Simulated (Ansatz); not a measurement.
Relaxed-ion elastic tensor of MoS2 in space group P6_3/mmc (No. 194; Mo on 2b, S on 4f) in GPa (Voigt order), LDA (plane waves, PAW; program Ansatz); density 5.14 g/cm³, 17.23 Å³ per atom.

```
      1     2     3     4     5     6
-  ----  ----  ----  ----  ----  ----
1   239  62.8  17.2   0.0   0.0   0.0
2  62.8   239  17.2   0.0   0.0   0.0
3  17.2  17.2  33.0   0.0   0.0   0.0
4   0.0   0.0   0.0  10.5   0.0   0.0
5   0.0   0.0   0.0   0.0  10.5   0.0
6   0.0   0.0   0.0   0.0   0.0  87.9
```

Q: Is the crystal mechanically stable?

A: Yes: the smallest eigenvalue of C is 10.5 GPa.

Q: Work out the Voigt, Reuss and Hill averages.

A: K_V = 78.3, K_R = 31.3, K_H = 54.8; G_V = 49.3, G_R = 19.0, G_H = 34.2 GPa.

Q: Give Young's modulus, Poisson's ratio, Pugh's ratio and the universal anisotropy index.

A: E = 9KG/(3K + G) = 84.8 GPa; ν = 0.24; K/G = 1.60 (brittle by the Pugh limit of 1.75); A_U = 5G_V/G_R + K_V/K_R − 6 = 9.47.

Q: Estimate the sound speeds and the Debye temperature.

A: v_l = √((K + 4G/3)/ρ) = 4420 m/s, v_t = √(G/ρ) = 2580 m/s, mean 2860 m/s; Θ = (h/k)(3n/4πV)^(1/3) v_m = 329 K.

Q: Solve the Christoffel equation for the three sound speeds along x, y, z.

A: Eigenvalues of C_ijkl n_j n_l equal ρv². In km/s, slowest first: x 1.43, 4.13, 6.81; y 1.43, 4.13, 6.81; z 1.43, 1.43, 2.53.

Q: How much does each axis shrink under pressure?

A: Linear compressibilities β_i = Σ_j S_ij (j = 1 to 3): x 1.7, y 1.7, z 29 per TPa.

The workflow started from a Materials Project entry (that database holds measured and hypothetical structures alike). Its sites differ from those of the usual phase in this space group: another stacking or structure type. The cell was relaxed with LDA under the symmetry of its start; phonons on a q-mesh show no instability. The run is not spin-polarised. A crystal of weakly bound layers computed without a dispersion correction: the cell and the soft elastic constants depend strongly on that.

Potentials: the earlier of the program's two PAW sets.
